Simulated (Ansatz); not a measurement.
One crystal and one scan (energy against volume) at two levels, PBE (plane waves to 420 eV, PAW, scalar-relativistic; Ansatz, a first-principles code) and r2SCAN (plane waves to 500 eV, PAW, scalar-relativistic; Ansatz), each from its own relaxed cell and on its own mesh.

The crystal is Y3Al3NiGe2 (space group P-62m); the cell is scaled evenly about its relaxed volume V₀.

Energies are smeared free energies. Y3Al3NiGe2 is run without spin polarisation. Y3Al3NiGe2 was relaxed with its symmetry unable to fall. With the shape held, the modulus is that of even scaling; a crystal free to change shape is softer. Both scans cover V/V₀ from 0.940 to 1.060.

| quantity | run 1 | run 2 |
|---|---|---|
| Lattice constant a (Å) | 6.931 | 6.961 |
| Lattice constant c (Å) | 4.166 | 4.178 |
| Relaxed volume (Å³/atom) | 19.26 | 19.49 |
| Pressure at the smallest volume (GPa) | 6.6 | 6.1 |
| Bulk modulus at fixed cell shape B₀ (third-order Birch-Murnaghan fit) (GPa) | 92.8 | 86.3 |
| Pressure for 5 % compression (fit) (GPa) | 5.3 | 5.0 |

Problem. Which run is which level?

Solution. Run 2 is PBE, run 1 is r2SCAN. PBE gives the higher value for: lattice constant a; lattice constant c; relaxed volume. PBE gives the lower value for: pressure at the smallest volume; bulk modulus at fixed cell shape B₀; pressure for 5 % compression.

(A scan under strain: stresses follow from slopes of the energy per volume, elastic moduli from its curvatures.)
